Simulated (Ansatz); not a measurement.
# Si3N4: ¹⁴N nuclear quadrupole resonance

Cell: an entry of the Crystallography Open Database (COD; perhaps a calculated or model structure) whose atoms were relaxed with PBE, the cell held.

```
Si N
1.0
     7.60200    0.00000    0.00000
    -3.80100    6.58353    0.00000
     0.00000    0.00000    2.90600
Si N
6 8
Cartesian
  5.1764 1.1460 0.7265
  1.5957 5.0559 2.1795
  4.0213 3.9099 0.7265
  -1.3754 5.4375 2.1795
  2.2053 1.5276 0.7265
  -0.2203 2.6736 2.1795
  -1.0262 2.1718 0.7265
  5.2081 0.1972 2.1795
  2.4333 4.6089 0.7265
  4.8272 4.4117 2.1795
  -1.4071 6.3863 0.7265
  1.3677 1.9746 2.1795
  3.8010 2.1945 0.7265
  0.0000 4.3890 2.1795
```

Sites (sets of like atoms) are named by element and the number of their first atom in this list.

Level of theory: DFT, LDA, plane waves and PAW, scalar-relativistic, 420 eV cutoff, Γ-centred 4×4×10 k-points, Fermi–Dirac smearing 0.02 eV (Ansatz 0.2.0).

¹⁴N: I = 1, Q = 20.44 mb (year-2017 value). Static lattice, zero field.

(1) At which frequencies do the ¹⁴N NQR lines lie?

Results:

(1) For I = 1 the lines are ν± = (3/4)|C_Q|(1 ± η/3) and ν₀ = |C_Q|η/2.

```json
{"site": "N7", "atoms": "7, 8, 9, 10, 11, 12", "V_zz (10²¹ V/m²)": "-4.75", "C_Q (MHz)": "-2.35", "η": "0.08", "line frequencies (MHz)": "0.0959, 1.71, 1.81"}
{"site": "N13", "atoms": "13, 14", "V_zz (10²¹ V/m²)": "-4.69", "C_Q (MHz)": "-2.32", "η": "0.00", "line frequencies (MHz)": "1.74"}
```

An axis of threefold or higher order runs through N13, so V_zz lies along it and η is zero. At N7 V_zz stands upright on the plane through its three neighbours (within 3°).
